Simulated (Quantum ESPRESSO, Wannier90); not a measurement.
**Tight-binding from DFT: GeO2 (rutile)**

Cell from Materials Project (mp-470), symmetrised, no further relaxation. COD (Crystallography Open Database) has the formula in 3 space groups, this one among them (matched by group alone). Level: PBEsol, spinors with spin-orbit coupling; pw.x of Quantum ESPRESSO at 68 Ry with PseudoDojo potentials, 4×4×6 k-points, Wannier90. Density: 8×8×10 mesh, Gaussian smearing 0.01 Ry.

On the energy scale of pw.x, whose zero is arbitrary, the valence-band maximum lies at 11.02 eV.

Input w.win:

```
num_bands = 8
num_wann = 8
exclude_bands = 9-94
spinors = true
num_iter = 800
conv_tol = 1.0e-6
conv_window = 4
write_hr = true
write_u_matrices = true
auto_projections = true
begin unit_cell_cart
ang
    4.4124200000    0.0000000000    0.0000000000
    0.0000000000    4.4124200000    0.0000000000
    0.0000000000    0.0000000000    2.8765100000
end unit_cell_cart
begin atoms_frac
Ge   0.5000000000  0.5000000000  0.5000000000
Ge   0.0000000000  0.0000000000  0.0000000000
O   -0.3057700000 -0.3057700000  0.0000000000
O    0.3057700000  0.3057700000  0.0000000000
O   -0.1942300000  0.1942300000  0.5000000000
O    0.1942300000 -0.1942300000  0.5000000000
end atoms_frac
mp_grid = 4 4 6
begin kpoints
0.0000000000 0.0000000000 0.0000000000
0.0000000000 0.0000000000 0.1666666667
0.0000000000 0.0000000000 0.3333333333
... (93 more lines: the 4x4x6 mesh through Gamma)
end kpoints
```

Input of pw2wannier90.x that gives the overlap and projection files (equivalent; here they were cut from one run over all bands):

```
&inputpp
  outdir = './out'
  prefix = 'pwscf'
  seedname = 'w'
  write_amn = .true.
  write_mmn = .true.
  scdm_proj = .true.
  scdm_entanglement = 'isolated'
/
```

Output w.wout (banner and timings cut):

```
                                    ------
                                    SYSTEM
                                    ------

                              Lattice Vectors (Ang)
                    a_1     4.412420   0.000000   0.000000
                    a_2     0.000000   4.412420   0.000000
                    a_3     0.000000   0.000000   2.876510

                   Unit Cell Volume:      56.00407  (Ang^3)

                        Reciprocal-Space Vectors (Ang^-1)
                    b_1     1.423977   0.000000   0.000000
                    b_2     0.000000   1.423977   0.000000
                    b_3     0.000000   0.000000   2.184309

 *----------------------------------------------------------------------------*
 |   Site       Fractional Coordinate          Cartesian Coordinate (Ang)     |
 +----------------------------------------------------------------------------+
 | ge   1   0.50000   0.50000   0.50000   |    2.20621   2.20621   1.43826    |
 | ge   2   0.00000   0.00000   0.00000   |    0.00000   0.00000   0.00000    |
 | o    1  -0.30577  -0.30577   0.00000   |   -1.34919  -1.34919   0.00000    |
 | o    2   0.30577   0.30577   0.00000   |    1.34919   1.34919   0.00000    |
 | o    3  -0.19423   0.19423   0.50000   |   -0.85702   0.85702   1.43826    |
 | o    4   0.19423  -0.19423   0.50000   |    0.85702  -0.85702   1.43826    |
 *----------------------------------------------------------------------------*
                                ------------
                                K-POINT GRID
                                ------------

             Grid size =  4 x  4 x  6      Total points =   96

 *---------------------------------- MAIN ------------------------------------*
 |  Number of Wannier Functions               :                 8             |
 |  Number of Objective Wannier Functions     :                 8             |
 |  Number of input Bloch states              :                 8             |
 |  Output verbosity (1=low, 5=high)          :                 1             |
 |  Timing Level (1=low, 5=high)              :                 1             |
 |  Optimisation (0=memory, 3=speed)          :                 3             |
 |  Length Unit                               :               Ang             |
 |  Post-processing setup (write *.nnkp)      :                 F             |
 |  Using Gamma-only branch of algorithms     :                 F             |
 *----------------------------------------------------------------------------*
 *------------------------------- WANNIERISE ---------------------------------*
 |  Total number of iterations                :               800             |
 |  Number of CG steps before reset           :                 5             |
 |  Trial step length for line search         :             2.000             |
 |  Convergence tolerence                     :         0.100E-05             |
 |  Convergence window                        :                 4             |
 |  Iterations between writing output         :                 1             |
 |  Iterations between backing up to disk     :               100             |
 |  Write r^2_nm to file                      :                 F             |
 |  Write xyz WF centres to file              :                 F             |
 |  Write on-site energies <0n|H|0n> to file  :                 F             |
 |  Use guiding centre to control phases      :                 F             |
 |  Use phases for initial projections        :                 F             |
 *----------------------------------------------------------------------------*
 *-------------------------------- PLOTTING ----------------------------------*
 |  Plotting Hamiltonian in WF basis          :                 T             |
 *----------------------------------------------------------------------------*

       ... (k-mesh section left out)

 Starting a new Wannier90 calculation ...

 Reading overlaps from w.mmn

 Reading projections from w.amn

 *------------------------------- WANNIERISE ---------------------------------*
 +--------------------------------------------------------------------+<-- CONV
 | Iter  Delta Spread     RMS Gradient      Spread (Ang^2)            |<-- CONV
 +--------------------------------------------------------------------+<-- CONV

 ------------------------------------------------------------------------------
 Initial State
  WF centre and spread    1  (  2.206225, -2.206211, -1.438221 )     0.42559330
  WF centre and spread    2  ( -0.000000,  0.000012, -0.000057 )     0.50371961
  WF centre and spread    3  ( -0.000023,  0.000013, -0.000004 )     0.44332226
  WF centre and spread    4  (  0.000000, -0.000009,  0.000019 )     0.44315804
  WF centre and spread    5  ( -2.206200,  2.206224, -1.438235 )     0.49445525
  WF centre and spread    6  (  2.206192,  2.206189,  1.438202 )     0.46527015
  WF centre and spread    7  ( -2.206202,  2.206198,  1.438243 )     0.46184643
  WF centre and spread    8  (  0.000005,  0.000004,  0.000043 )     0.46206690
  Sum of centres and spreads ( -0.000003,  4.412421, -0.000011 )     3.69943195

      0     0.370E+01     0.0000000000        3.6994319458  <-- CONV
        O_D=      0.0028759 O_OD=      0.0830383 O_TOT=      3.6994319 <-- SPRD
 ------------------------------------------------------------------------------
      1    -0.649E-01     0.1759254971        3.6344829142  <-- CONV
        O_D=      0.0007601 O_OD=      0.0202052 O_TOT=      3.6344829 <-- SPRD
      2    -0.894E-02     0.0932958884        3.6255442717  <-- CONV
        O_D=      0.0003639 O_OD=      0.0116627 O_TOT=      3.6255443 <-- SPRD
      3    -0.153E-02     0.0529556270        3.6240123122  <-- CONV
        O_D=      0.0002759 O_OD=      0.0102187 O_TOT=      3.6240123 <-- SPRD
      4    -0.627E-03     0.0293423907        3.6233857414  <-- CONV
        O_D=      0.0002466 O_OD=      0.0096215 O_TOT=      3.6233857 <-- SPRD
      5    -0.278E-03     0.0193120385        3.6231075803  <-- CONV
        O_D=      0.0002388 O_OD=      0.0093511 O_TOT=      3.6231076 <-- SPRD
       ... (lines left out)
     10    -0.305E-06     0.0006642060        3.6229851408  <-- CONV
        O_D=      0.0002328 O_OD=      0.0092347 O_TOT=      3.6229851 <-- SPRD
     11    -0.191E-06     0.0004949496        3.6229849495  <-- CONV
        O_D=      0.0002328 O_OD=      0.0092345 O_TOT=      3.6229849 <-- SPRD
     12    -0.686E-07     0.0002560565        3.6229848809  <-- CONV
        O_D=      0.0002328 O_OD=      0.0092344 O_TOT=      3.6229849 <-- SPRD
             <<<     Delta < 1.000E-06  over  4 iterations     >>>
             <<< Wannierisation convergence criteria satisfied >>>
 Final State
  WF centre and spread    1  (  2.206210, -2.206210, -1.438255 )     0.41818679
  WF centre and spread    2  ( -0.000000, -0.000000,  0.000000 )     0.49509396
  WF centre and spread    3  ( -0.000000, -0.000000, -0.000000 )     0.43577356
  WF centre and spread    4  (  0.000000, -0.000000,  0.000000 )     0.43577312
  WF centre and spread    5  ( -2.206210,  2.206210, -1.438255 )     0.48816156
  WF centre and spread    6  (  2.206210,  2.206210,  1.438255 )     0.45540682
  WF centre and spread    7  ( -2.206210,  2.206210,  1.438255 )     0.44964948
  WF centre and spread    8  (  0.000000,  0.000000,  0.000000 )     0.44493958
  Sum of centres and spreads ( -0.000000,  4.412420, -0.000000 )     3.62298488

         Spreads (Ang^2)       Omega I      =     3.613517660
        ================       Omega D      =     0.000232788
                               Omega OD     =     0.009234433
    Final Spread (Ang^2)       Omega Total  =     3.622984881
```
